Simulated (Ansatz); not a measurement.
A geometry of VBiO₄ away from equilibrium: step 11 of the relaxation of a generated cell, VBiO4 built in the AFLOW prototype AB4C_tI12_82_c_g_a (H0_7, as in BPO4). All values below come from r2SCAN (plane waves to 500 eV, PAW, scalar-relativistic; Ansatz, a quantum-chemistry and plane-wave program). Γ-centred k-mesh 7×7×7 on the run's cell (coarser than for final values), Fermi–Dirac smearing 0.05 eV.

```xyz
6
Lattice="-2.6898 2.6898 4.1745 2.6898 -2.6898 4.1745 2.6898 2.6898 -4.1745" Properties=species:S:1:pos:R:3:forces:R:3 pbc="T T T" free_energy=-17603.240 pressure_GPa=2.3
V      0.0000     2.6898     2.0873    0.0000    0.0000    0.0000
O      0.9484     1.6374     1.1328    0.0005    0.0002    0.0025
O      1.7414     1.0524     5.3073   -0.0005   -0.0002    0.0025
O      3.7423     0.9484    -1.1328   -0.0002    0.0005   -0.0025
O     -1.0524     1.7414     3.0417    0.0002   -0.0005   -0.0025
Bi     0.0000     0.0000     0.0000    0.0000    0.0000    0.0000
```

Positions in Å, forces in eV/Å, free energy of the cell in eV (comparable only within this code, potentials and settings). Largest force: all forces are below 0.005 eV/Å; the geometry lies 0.04 eV/atom above the end of its relaxation.

Spin-polarised start, with parallel moments on V.

No spin polarisation in the result: the starting moments vanished. The d or f electrons are treated with no Hubbard U.

The run could not lose the symmetry of its start: the end is stationary, and may be a saddle point rather than a minimum.

The end of the path is a generated cell of VBiO4: the first start was made by placing the elements on the sites of a structure type, and the end was not matched to a known phase here, so it may be hypothetical. Known forms of VBiO4 include space group No. 88.
